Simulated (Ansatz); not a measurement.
TaGeO3:
```
CELL_PARAMETERS angstrom
      4.05767     0.00000     0.00000
      0.00000     4.05767     0.00000
      0.00000     0.00000     3.93443
ATOMIC_POSITIONS crystal
  Ta 0.50000 0.50000 0.51803
  Ge 0.00000 0.00000 0.19835
  O  0.00000 0.50000 0.48331
  O  0.50000 0.00000 0.48331
  O  0.50000 0.50000 0.00719
```

Relaxed with PBEsol.

Task: Decompose the optical modes at the zone centre into irreducible representations, and say which are infrared and Raman allowed.

Result: Point group 4mm: Γ_opt = 3A1 + B1 + 4E. Infrared: A1, E. Raman: A1, B1, E.

Task: Assign frequencies (DFPT, DFT-PBEsol in the program Ansatz with PAW potentials).

Result: E 97i, A1 132, E 183, E 264, A1 264, B1 288, E 532, A1 603 cm⁻¹.

Subscripts of B labels follow the axes of the standard setting.

Space group P4mm. The start of the workflow was typed in or built on a structure type; neither database checked (COD, Materials Project) lists it. Its standing as an ambient phase is unchecked. The PBEsol relaxation kept the symmetry of its start. At this level the phase is dynamically unstable (imaginary phonons). No spin polarisation was allowed. With an odd number of electrons in the cell and no spin polarisation, the count alone makes it a metal. As this level gives no gap, phonon frequencies hold no LO–TO term and depend on the k-mesh and smearing (Fermi–Dirac, 0.1 eV here). Spin–orbit coupling is left out wherever it is not named.

Potentials: the later of the program's two PAW sets.
